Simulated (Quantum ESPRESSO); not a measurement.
## Al2SiO2N2 (convergence and cost over cutoff and k mesh)

Computed values, not a measurement. The program is pw.x of Quantum ESPRESSO 7.5 (plane-wave density functional theory). The cell is made up: 7 atoms on a wurtzite lattice with one site empty, with randomly drawn elements, strain and displacements, not relaxed. PseudoDojo standard norm-conserving files (v0.5 for PBE, v0.4.1 for LDA and PBEsol) set the functional; there is no spin polarisation, spin-orbit coupling or dispersion term, and the masses in the input are unused placeholders.

Input of the run in row 4:

```
&control calculation='scf', pseudo_dir='./dojo.nc.sr.pbe.v0_5.standard.upf', outdir='./o', disk_io='medium', tprnfor=.true., tstress=.true. /
&system ibrav=0, nat=7, ntyp=4, nbnd=22, ecutwfc=84.00895049, nosym=.true., tot_charge=0,
 occupations='smearing', smearing='fd', degauss=0.0018374661
/
&electrons conv_thr=7.350e-09, electron_maxstep=60, /
ATOMIC_SPECIES
Al 1.0 Al.upf
N 1.0 N.upf
O 1.0 O.upf
Si 1.0 Si.upf
CELL_PARAMETERS angstrom
2.9957 0.0 0.0
0.0 5.1886 0.0
0.0 0.0 4.8919
ATOMIC_POSITIONS angstrom
Al 0.0208 -0.015 0.0218
Si 1.44 2.6219 0.0017
Al 0.0214 3.4203 2.4234
O -0.0082 -0.0071 1.824
O 1.464 2.5555 1.8538
N 1.5162 0.8888 4.2731
N 0.0022 3.4827 4.2196
K_POINTS automatic
6 4 4 1 1 1
```

The same cell was run at these settings. Meshes are shifted by half a step, and differences are from the last row, which is itself not exact.

| cutoff (eV) | k mesh | k points solved | threshold (eV) | free energy less the last row's (eV) | pressure (GPa) | largest stress difference (GPa) | largest force difference (eV/Å) | iterations | wall time (s) | k-point pools | processor |
| --- | --- | --- | --- | --- | --- | --- | --- | --- | --- | --- | --- |
| 800 | 2 x 2 x 2 | 4 | 1e-04 | -0.197 | -9.65 | 13.41 | 0.367 | 10 | 19 | 1 | AMD EPYC, Zen 5 class |
| 1143 | 2 x 2 x 2 | 4 | 1e-07 | -0.649 | -2.95 | 6.75 | 0.367 | 14 | 36 | 1 | AMD EPYC, Zen 5 class |
| 676 | 6 x 4 x 4 | 48 | 1e-07 | 1.962 | -21.72 | 19.86 | 0.044 | 13 | 93 | 1 | AMD EPYC, Zen 5 class |
| 1143 | 6 x 4 x 4 | 48 | 1e-07 | 0.001 | -1.94 | 0.02 | 0.002 | 13 | 222 | 1 | AMD EPYC, Zen 5 class |
| 1437 | 8 x 6 x 6 | 144 | 1e-07 | 0.000 | -1.94 | 0.00 | 0.000 | 13 | 205 | 4 | Intel Xeon, older |

Each pool is one process. Wall times include start-up and a band step at six k points, which weighs most on the coarsest meshes. The runs were on shared virtual cores whose load varied, so times are rough.